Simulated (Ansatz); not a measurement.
LaHg (CsCl type)

```yaml
crystal:
  lattice:
    - [3.83682, 0.00000, 0.00000]
    - [0.00000, 3.83682, 0.00000]
    - [0.00000, 0.00000, 3.83682]
  atoms:
    - { symbol: La, position: [0.50000, 0.50000, 0.50000] }
    - { symbol: Hg, position: [0.00000, 0.00000, 0.00000] }
```

The volume is varied about the relaxed value V₀ at fixed cell shape. Symmetry pins the atoms to their sites.

The numbers are results of PBEsol (plane waves to 420 eV, PAW, scalar-relativistic; Ansatz, a quantum-chemistry and plane-wave program), not measurements. k mesh 12×12×12 (Γ-centred), Fermi-Dirac smearing 0.05 eV. E stands for the smeared free energy. Compression counts positive. LaHg is run without spin polarisation. LaHg was relaxed with its symmetry unable to fall. Spin-orbit coupling is left out, though Hg is heavy. ΔE is measured from the relaxed starting cell. The last digit holds for this mesh only.

```csv
V (Å³/atom),ΔE (meV/atom)
25.417,withheld
25.982,37.9
26.547,20.5
27.112,8.8
27.677,2.1
28.241,0.0
28.806,2.0
29.371,7.6
29.936,16.4
30.501,28.2
31.065,42.6
```

Task: Fit a third-order Birch-Murnaghan form (E₀, V₀, B₀, B₀′ free) to the given rows and predict ΔE at V = 25.417.

Result: Least squares on the 10 given rows: ΔE = E₀ + (9V₀B₀/16)·y²·[2 + (B₀′ − 4)y], y = (V₀/V)^(2/3) − 1, with V₀ = 28.242 Å³/atom, B₀ = 57.59 GPa (160.2 GPa = 1 eV/Å³; the term in eV is multiplied by 1000), B₀′ = 4.51, E₀ = 0.02 meV/atom; root-mean-square residual 0.02 meV/atom. At 25.417 the fit gives 61.7 meV/atom; the calculation gives 61.7 meV/atom, the same to the digits shown. For the pressure the fit gives 7.7 GPa against the computed 7.7 GPa.

(A scan under strain: stresses follow from slopes of the energy per volume, elastic moduli from its curvatures.)
